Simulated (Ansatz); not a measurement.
Pt, A15: geometry optimisation

Computed with Ansatz 0.2.0, DFT, PBEsol, plane waves (420 eV) with PAW, scalar-relativistic. The PAW files were generated under PBE, with cores re-solved for the functional.

k-point mesh 5×5×5, Fermi-Dirac smearing 0.1 eV, no spin polarisation. Cell and atoms relax.

Starting structure:

```cif
data_structure
_symmetry_space_group_name_H-M 'P 1'
_symmetry_Int_Tables_number 1
_cell_length_a 4.9428
_cell_length_b 4.9428
_cell_length_c 4.9428
_cell_angle_alpha 90.000
_cell_angle_beta 90.000
_cell_angle_gamma 90.000
_cell_volume 120.76
loop_
_atom_site_label
_atom_site_type_symbol
_atom_site_fract_x
_atom_site_fract_y
_atom_site_fract_z
_atom_site_occupancy
Pt1 Pt 0.00000 0.00000 0.00000 1
Pt2 Pt 0.50000 0.50000 0.50000 1
Pt3 Pt 0.25000 0.00000 0.50000 1
Pt4 Pt 0.75000 0.00000 0.50000 1
Pt5 Pt 0.50000 0.25000 0.00000 1
Pt6 Pt 0.50000 0.75000 0.00000 1
Pt7 Pt 0.00000 0.50000 0.25000 1
Pt8 Pt 0.00000 0.50000 0.75000 1
```

Q: The pressure at the start is 9.4 GPa. By how much does the volume change?

A: From 15.09 to 15.60 Å³ per atom, 3.4 %. The final cell has a = 4.998 Å.

Q: How much energy does the relaxation gain?

A: 14.4 meV per atom.

Path of the relaxation (the plane waves are chosen anew near the end, which can shift the energy a little):

```
step  E − E(final) (meV/atom)  V (Å³/atom)  P (GPa)  max force (eV/Å)
   0                    14.36       15.095     9.39             0.000
   1                     0.45       15.672    -1.12             0.000
   2                     0.18       15.608    -0.08             0.000
   3                     0.18       15.603     0.00             0.000
   4                     0.00       15.603    -0.01             0.000
```
